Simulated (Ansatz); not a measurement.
Mo₂C (space group Pbcn)

```
CELL_PARAMETERS angstrom
      4.67985     0.00000     0.00000
      0.00000     5.97905     0.00000
      0.00000     0.00000     5.15003
ATOMIC_POSITIONS crystal
  Mo 0.24551 0.87756 0.07966
  Mo 0.75449 0.12244 0.92034
  Mo 0.25449 0.62244 0.57966
  Mo 0.74551 0.37756 0.42034
  Mo 0.74551 0.62244 0.92034
  Mo 0.25449 0.37756 0.07966
  Mo 0.75449 0.87756 0.42034
  Mo 0.24551 0.12244 0.57966
  C  0.50000 0.87729 0.75000
  C  0.50000 0.12271 0.25000
  C  0.00000 0.62271 0.25000
  C  0.00000 0.37729 0.75000
```

The atoms are displaced by Q × the pattern below (from a DFPT mode at Γ, largest move 1; Q in Å), at fixed cell.

```csv
atom,x,y,z
Mo1,0.817,0.499,-0.194
Mo2,-0.817,-0.499,0.194
Mo3,-0.817,-0.499,-0.194
Mo4,0.817,0.499,0.194
Mo5,-0.817,0.499,-0.194
Mo6,0.817,-0.499,0.194
Mo7,0.817,-0.499,-0.194
Mo8,-0.817,0.499,0.194
C9,-0.495,0.000,-0.869
C10,0.495,0.000,0.869
C11,0.495,0.000,-0.869
C12,-0.495,0.000,0.869
```

These are LDA (plane waves to 420 eV, PAW, scalar-relativistic; Ansatz, a quantum-chemistry and plane-wave program) values and carry that method's errors. k mesh 8×7×7 (Γ-centred), Fermi-Dirac smearing 0.05 eV. With partly filled bands, energies and forces of such displacements shift with the k mesh and the smearing. Mo2C is run without spin polarisation. Mo2C was relaxed with its symmetry unable to fall. 

```json
[
 {"Q (Å)": "-0.280", "−dE/dQ from forces (eV/Å)": "40.383"},
 {"Q (Å)": "-0.233", "−dE/dQ from forces (eV/Å)": "33.496"},
 {"Q (Å)": "-0.187", "−dE/dQ from forces (eV/Å)": "26.711"},
 {"Q (Å)": "-0.140", "−dE/dQ from forces (eV/Å)": "19.975"},
 {"Q (Å)": "-0.093", "−dE/dQ from forces (eV/Å)": "13.288"},
 {"Q (Å)": "-0.047", "−dE/dQ from forces (eV/Å)": "6.620"},
 {"Q (Å)": "0.000", "−dE/dQ from forces (eV/Å)": "0.000"},
 {"Q (Å)": "0.047", "−dE/dQ from forces (eV/Å)": "-6.620"},
 {"Q (Å)": "0.093", "−dE/dQ from forces (eV/Å)": "-13.288"},
 {"Q (Å)": "0.140", "−dE/dQ from forces (eV/Å)": "-19.975"},
 {"Q (Å)": "0.187", "−dE/dQ from forces (eV/Å)": "-26.711"},
 {"Q (Å)": "0.233", "−dE/dQ from forces (eV/Å)": "-33.496"},
 {"Q (Å)": "0.280", "−dE/dQ from forces (eV/Å)": "-40.383"}
]
```

Task: What harmonic wavenumber does the curvature at Q = 0 give?

Result: 222 cm⁻¹. E″ = 141.69 eV/Å², M = Σ mᵢ|uᵢ|² = 780.7 u, ν̃ = 521.5·√(|E″|/M).

(For displaced atoms, the force is minus the slope of the energy, and its curvature is a force constant, which sets phonon frequencies.)
